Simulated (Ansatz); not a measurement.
Relaxed Ir (fcc, Cu type):

```yaml
crystal:
  lattice:
    - [3.87055, 0.00000, 0.00000]
    - [0.00000, 3.87055, 0.00000]
    - [0.00000, 0.00000, 3.87055]
  atoms:
    - { symbol: Ir, position: [0.00000, 0.00000, 0.00000] }
    - { symbol: Ir, position: [0.50000, 0.50000, 0.00000] }
    - { symbol: Ir, position: [0.50000, 0.00000, 0.50000] }
    - { symbol: Ir, position: [0.00000, 0.50000, 0.50000] }
```

Calculation: PBE (plane waves to 420 eV, PAW, scalar-relativistic; Ansatz, a program for electronic structure). k mesh 10×10×10 (Γ-centred), Fermi-Dirac smearing 0.05 eV. With partly filled bands, energies and forces of such displacements shift with the k mesh and the smearing. Ir is run without spin polarisation. Ir was relaxed with its symmetry unable to fall. Spin-orbit coupling is left out, though Ir is heavy. The PAW data are Ansatz's earlier set.

One atom of the cell was then moved (with its periodic images), all else fixed, and the forces (eV/Å) came out as:

```
atom      Fx     Fy     Fz
----  ------  -----  -----
Ir1   -4.501  0.000  0.000
Ir2   -0.652  0.000  0.000
Ir3    9.655  0.000  0.000
Ir4   -4.501  0.000  0.000
```

Q: Which atom was moved, and by which vector (Å)?

A: Ir3, by (-0.55, 0.00, 0.00), 0.55 Å in all.

(A displaced cell: forces are minus the slopes of the energy, force constants its curvatures, and phonons follow from these.)
